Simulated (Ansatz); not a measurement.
The calculation used DFT PBE, scalar-relativistic, plane waves, PAW in Ansatz 0.2.0. All cells share a 420 eV cutoff and Γ-centred k meshes spaced about 0.3 Å⁻¹ or finer (0.25 for metals, 2π included). No spin polarisation in the final relaxations.

Temperature and zero-point effects are left out. All come from trial cells, and lower structures may exist.

Problem. These unrelaxed guesses for Ba₅HfO₂ are each relaxed within their symmetry. Order them by the energy at which they end, lowest first.
A.

```cif
data_structure
_symmetry_space_group_name_H-M 'P-3m1'
_symmetry_Int_Tables_number 164
_cell_length_a 3.8500
_cell_length_b 3.8500
_cell_length_c 17.5000
_cell_angle_alpha 90.000
_cell_angle_beta 90.000
_cell_angle_gamma 120.000
_cell_volume 224.64
loop_
_atom_site_label
_atom_site_type_symbol
_atom_site_symmetry_multiplicity
_atom_site_Wyckoff_symbol
_atom_site_fract_x
_atom_site_fract_y
_atom_site_fract_z
_atom_site_occupancy
Ba1 Ba 1 b 0.00000 0.00000 0.50000 1
Ba2 Ba 2 d 0.66667 0.33333 0.33000 1
Ba3 Ba 2 d 0.33333 0.66667 0.15500 1
Hf1 Hf 1 a 0.00000 0.00000 0.00000 1
O1 O 2 d 0.66667 0.33333 0.58500 1
```

B.

```cif
data_structure
_symmetry_space_group_name_H-M 'P4mm'
_symmetry_Int_Tables_number 99
_cell_length_a 3.9000
_cell_length_b 3.9000
_cell_length_c 16.0000
_cell_angle_alpha 90.000
_cell_angle_beta 90.000
_cell_angle_gamma 90.000
_cell_volume 243.36
loop_
_atom_site_label
_atom_site_type_symbol
_atom_site_symmetry_multiplicity
_atom_site_Wyckoff_symbol
_atom_site_fract_x
_atom_site_fract_y
_atom_site_fract_z
_atom_site_occupancy
Ba1 Ba 1 a 0.00000 0.00000 0.00000 1
Ba2 Ba 1 b 0.50000 0.50000 0.17000 1
Ba3 Ba 1 b 0.50000 0.50000 0.83000 1
Ba4 Ba 1 a 0.00000 0.00000 0.36000 1
Ba5 Ba 1 b 0.50000 0.50000 0.54000 1
Hf1 Hf 1 a 0.00000 0.00000 0.69000 1
O1 O 1 a 0.00000 0.00000 0.17000 1
O2 O 1 b 0.50000 0.50000 0.00000 1
```

C.

```cif
data_structure
_symmetry_space_group_name_H-M 'R-3m:H'
_symmetry_Int_Tables_number 166
_cell_length_a 7.1405
_cell_length_b 7.1405
_cell_length_c 14.6995
_cell_angle_alpha 90.000
_cell_angle_beta 90.000
_cell_angle_gamma 120.000
_cell_volume 649.08
loop_
_atom_site_label
_atom_site_type_symbol
_atom_site_symmetry_multiplicity
_atom_site_Wyckoff_symbol
_atom_site_fract_x
_atom_site_fract_y
_atom_site_fract_z
_atom_site_occupancy
Ba1 Ba 9 e 0.16667 0.33333 0.33333 1
Ba2 Ba 6 c 0.33333 0.66667 0.56180 1
Hf1 Hf 3 b 0.33333 0.66667 0.16667 1
O1 O 6 c 0.33333 0.66667 0.30902 1
```

Solution. C (ends in R-3m, 0 meV/atom), A (ends in P-3m1, 152 meV/atom), B (ends in P4mm, 164 meV/atom).

For metals, differences of a few meV/atom aren't resolved. These runs have no spin–orbit coupling, which can matter for Hf. A magnetic state wasn't ruled out in cells without spin, among them R-3m, P-3m1, P4mm. With atoms moved at random, R-3m (by 24 meV/atom) fell into a lower structure. Without a clear test, and held by symmetry: P-3m1 and P4mm. Some types were kept out of the candidates beforehand, so the set may lack a known form.
